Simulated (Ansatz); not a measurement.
In:
```xyz
2
Lattice="0.0000 3.3678 3.3678 3.3678 0.0000 3.3678 3.3678 3.3678 0.0000" Properties=species:S:1:pos:R:3 pbc="T T T"
In     0.0000     0.0000     0.0000
In     1.6839     1.6839     1.6839
```

Relaxed with PBE. Special points in fractions of this cell's reciprocal vectors: Γ (0.000, 0.000, 0.000); X (0.500, 0.000, 0.500); U (0.625, 0.250, 0.625); K (0.375, 0.375, 0.750); L (0.500, 0.500, 0.500); W (0.500, 0.250, 0.750).

### Question
List the band energies nearest the Fermi level at these points for PBE (plane waves, PAW; program Ansatz).

### Answer
In eV from the Fermi level; about four levels below and three above (degenerate sets whole), none deeper than 8.9 eV; points with the same levels are listed once.

| k | below | above |
|---|---|---|
| Γ | -7.82 | 1.92 2.25 2.25 2.25 |
| X | -4.80 -4.80 -0.39 -0.39 | 2.41 2.41 9.36 9.36 |
| U | -5.16 -4.34 -1.39 -0.03 | 2.72 4.96 7.33 |
| L | -6.18 -3.86 | 1.00 1.00 2.03 |
| W | -4.72 -4.72 -1.05 -1.05 | 5.18 5.18 5.42 5.42 |

Space group Fd-3m (diamond). The start of the workflow was typed in or built on a structure type; neither database checked (COD, Materials Project) lists it. It is not the phase usual at ambient conditions (space group No. 139). The PBE relaxation kept the symmetry of its start; whether a distortion lowers the energy is not shown. Scalar-relativistic: spin–orbit coupling is off unless named, which matters more the heavier the elements.

Potentials: the earlier of the program's two PAW sets.
